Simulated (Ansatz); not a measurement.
Relaxed GaAs (zinc blende):

```
CELL_PARAMETERS angstrom
      0.00000     2.82951     2.82951
      2.82951     0.00000     2.82951
      2.82951     2.82951     0.00000
ATOMIC_POSITIONS crystal
  As 0.75000 0.75000 0.75000
  Ga 0.00000 0.00000 0.00000
```

Scan: atom 2 (Ga, nearest neighbour As at 2.450 Å; its periodic images, 4.0 Å or more away, move with it) is displaced along Cartesian x, direction (1.000, 0.000, 0.000) in Cartesian axes, by s. The other atoms stay.

These are PBEsol (plane waves to 420 eV, PAW, scalar-relativistic; Ansatz, a quantum-chemistry and plane-wave program) values and carry that method's errors. k mesh 8×8×8 (Γ-centred), Fermi-Dirac smearing 0.05 eV. The energy includes the smearing's −TS. Stress and pressure are positive under compression. GaAs was relaxed with its symmetry unable to fall. ΔE is measured from the undisplaced structure.

Predict the ΔE (meV/cell) and P (GPa) at s (Å) = -0.250, -0.200, -0.050, 0.050, 0.100, 0.150, 0.200, 0.250.


```csv
s (Å),ΔE (meV/cell),P (GPa)
-0.250,278.4,1.83
-0.200,179.9,1.18
-0.050,11.4,0.06
0.050,11.4,0.06
0.100,45.6,0.29
0.150,102.0,0.67
0.200,179.9,1.18
0.250,278.4,1.83
```

(A displaced cell: forces are minus the slopes of the energy, force constants its curvatures, and phonons follow from these.)
